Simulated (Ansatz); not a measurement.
Al₃GaN₄:
```cif
data_Al3GaN4
_chemical_formula_sum 'Al3 Ga1 N4'
_space_group_name_H-M_alt 'P-43m'
_space_group_IT_number 215
_space_group_name_Hall 'P -4 2 3'
_cell_length_a 4.40699
_cell_length_b 4.40699
_cell_length_c 4.40699
_cell_angle_alpha 90.000
_cell_angle_beta 90.000
_cell_angle_gamma 90.000
loop_
_atom_site_label
_atom_site_type_symbol
_atom_site_symmetry_multiplicity
_atom_site_Wyckoff_symbol
_atom_site_fract_x
_atom_site_fract_y
_atom_site_fract_z
_atom_site_occupancy
Al1 Al 3 c 0.00000 0.50000 0.50000 1
Ga1 Ga 1 a 0.00000 0.00000 0.00000 1
N1 N 4 e 0.25529 0.25529 0.25529 1
```

Relaxed with PBEsol.

Q: Which orbitals make up the states near the band edges in plane-wave PAW PBEsol (Ansatz code)?

A: Top 1 eV of the valence band: N 2p 89 %. Bottom 1 eV of the conduction band: Al 3p 39 %, N 2s 21 %, Ga 4p 14 %, N 2p 8 %, outside the projected shells 12 %. Projections are on Löwdin-orthogonalised atomic valence shells; empty p or d shells of many metals are not among them.

Q: Tabulate the density of states.

A: States/eV per cell of 8 atoms, in 0.25 eV bins, energy from the valence-band maximum.

| E (eV) | total | N 2p | Al 3p | Ga 4p |
|---|---|---|---|---|
| -7.85 | 0.00 | 0.00 | 0.00 | 0.00 |
| -7.60 | 0.00 | 0.00 | 0.00 | 0.00 |
| -7.35 | 0.00 | 0.00 | 0.00 | 0.00 |
| -7.10 | 0.00 | 0.00 | 0.00 | 0.00 |
| -6.85 | 0.00 | 0.00 | 0.00 | 0.00 |
| -6.60 | 0.04 | 0.02 | 0.01 | 0.00 |
| -6.35 | 0.23 | 0.12 | 0.05 | 0.00 |
| -6.10 | 0.42 | 0.22 | 0.08 | 0.01 |
| -5.85 | 1.03 | 0.56 | 0.17 | 0.05 |
| -5.60 | 2.00 | 1.13 | 0.28 | 0.09 |
| -5.35 | 3.46 | 1.99 | 0.42 | 0.13 |
| -5.10 | 4.36 | 2.51 | 0.51 | 0.16 |
| -4.85 | 3.33 | 2.02 | 0.38 | 0.18 |
| -4.60 | 5.30 | 3.43 | 0.50 | 0.24 |
| -4.35 | 3.80 | 2.43 | 0.35 | 0.15 |
| -4.10 | 1.88 | 1.18 | 0.17 | 0.10 |
| -3.85 | 2.06 | 1.33 | 0.22 | 0.15 |
| -3.60 | 2.08 | 1.39 | 0.26 | 0.16 |
| -3.35 | 2.06 | 1.41 | 0.28 | 0.12 |
| -3.10 | 3.01 | 2.10 | 0.38 | 0.14 |
| -2.85 | 3.68 | 2.63 | 0.45 | 0.17 |
| -2.60 | 3.65 | 2.64 | 0.46 | 0.17 |
| -2.35 | 4.17 | 3.08 | 0.55 | 0.19 |
| -2.10 | 5.39 | 4.10 | 0.71 | 0.22 |
| -1.85 | 5.85 | 4.57 | 0.75 | 0.23 |
| -1.60 | 6.55 | 5.26 | 0.75 | 0.24 |
| -1.35 | 6.79 | 5.61 | 0.68 | 0.23 |
| -1.10 | 5.28 | 4.48 | 0.46 | 0.16 |
| -0.85 | 6.43 | 5.56 | 0.43 | 0.22 |
| -0.60 | 5.92 | 5.21 | 0.29 | 0.22 |
| -0.35 | 5.12 | 4.64 | 0.17 | 0.15 |
| -0.10 | 2.12 | 1.98 | 0.03 | 0.04 |
| 0.15 | 0.00 | 0.00 | 0.00 | 0.00 |
| 0.40 | 0.00 | 0.00 | 0.00 | 0.00 |
| 0.65 | 0.00 | 0.00 | 0.00 | 0.00 |
| 0.90 | 0.00 | 0.00 | 0.00 | 0.00 |
| 1.15 | 0.00 | 0.00 | 0.00 | 0.00 |
| 1.40 | 0.00 | 0.00 | 0.00 | 0.00 |
| 1.65 | 0.00 | 0.00 | 0.00 | 0.00 |
| 1.90 | 0.00 | 0.00 | 0.00 | 0.00 |
| 2.15 | 0.00 | 0.00 | 0.00 | 0.00 |
| 2.40 | 0.00 | 0.00 | 0.00 | 0.00 |
| 2.65 | 0.00 | 0.00 | 0.00 | 0.00 |
| 2.90 | 0.00 | 0.00 | 0.00 | 0.00 |
| 3.15 | 0.00 | 0.00 | 0.00 | 0.00 |
| 3.40 | 0.06 | 0.00 | 0.02 | 0.01 |
| 3.65 | 0.30 | 0.02 | 0.12 | 0.04 |
| 3.90 | 0.47 | 0.04 | 0.18 | 0.06 |
| 4.15 | 0.65 | 0.07 | 0.25 | 0.09 |
| 4.40 | 0.85 | 0.10 | 0.31 | 0.11 |
| 4.65 | 1.05 | 0.15 | 0.38 | 0.13 |
| 4.90 | 1.31 | 0.21 | 0.46 | 0.16 |
| 5.15 | 1.65 | 0.29 | 0.57 | 0.20 |
| 5.40 | 2.06 | 0.39 | 0.70 | 0.25 |
| 5.65 | 2.84 | 0.59 | 0.93 | 0.32 |
| 5.90 | 3.60 | 0.78 | 1.17 | 0.39 |
| 6.15 | 4.16 | 0.93 | 1.31 | 0.44 |
| 6.40 | 3.19 | 0.73 | 1.08 | 0.35 |
| 6.65 | 2.70 | 0.61 | 0.95 | 0.31 |
| 6.90 | 2.71 | 0.55 | 0.94 | 0.30 |
| 7.15 | 2.54 | 0.49 | 0.83 | 0.32 |
| 7.40 | 1.90 | 0.37 | 0.58 | 0.25 |
| 7.65 | 0.47 | 0.10 | 0.08 | 0.04 |
| 7.90 | 1.04 | 0.21 | 0.15 | 0.16 |
| 8.15 | 2.32 | 0.50 | 0.38 | 0.30 |

The first step of the workflow began from a Materials Project structure, measured or hypothetical; the Crystallography Open Database copy checked does not list it. With Al and Ga taken as one species the cell has the higher symmetry F-43m, so it may be an ordered model of a mixed-site phase. Its standing as an ambient phase is unchecked. The cell was relaxed with PBEsol under the symmetry of its start; of distortions, only those at the zone centre were tested. Scalar-relativistic: spin–orbit coupling is off unless named, which matters more the heavier the elements.

Potentials: the later of the program's two PAW sets.
